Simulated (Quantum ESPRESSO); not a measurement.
**Kohn-Sham bands of Au (bcc (W type), model phase)**

```xyz
1
Lattice="-1.6573 1.6573 1.6573 1.6573 -1.6573 1.6573 1.6573 1.6573 -1.6573" Properties=species:S:1:pos:R:3 pbc="T T T"
Au     0.0000     0.0000     0.0000
```

Cell from Materials Project (mp-2647062), symmetrised, no further relaxation. This isn't the element's usual structure (fcc); take it as a model of another phase. Computed values, not measurements, from PBEsol: Quantum ESPRESSO (norm-conserving PseudoDojo potentials, cutoff 61 Ry, no spin polarisation, no spin-orbit coupling) on a Γ-centred 10×10×10 mesh, then Wannier90. Density: 18×18×18 mesh, cold smearing 0.01 Ry. Spin-orbit coupling is left out although heavy elements are present.

Question: List the Kohn-Sham levels between −8 and 3.0 eV relative to the Fermi level at the high-symmetry points, as a band run of pw.x on that density gives them (levels within 2 meV counted together).

Answer: 
```
point  k (reciprocal lattice)                               levels (eV)
-----  ----------------------  ----------------------------------------
Γ           0.000 0.000 0.000                    -4.53 (×3), -2.77 (×2)
H          0.500 -0.500 0.500                    -6.27 (×2), -1.74 (×3)
N           0.000 0.000 0.500  -6.70, -5.51, -2.91, -2.59, -1.39, -0.45
P           0.250 0.250 0.250              -4.98 (×3), -2.55 (×2), 2.62
```
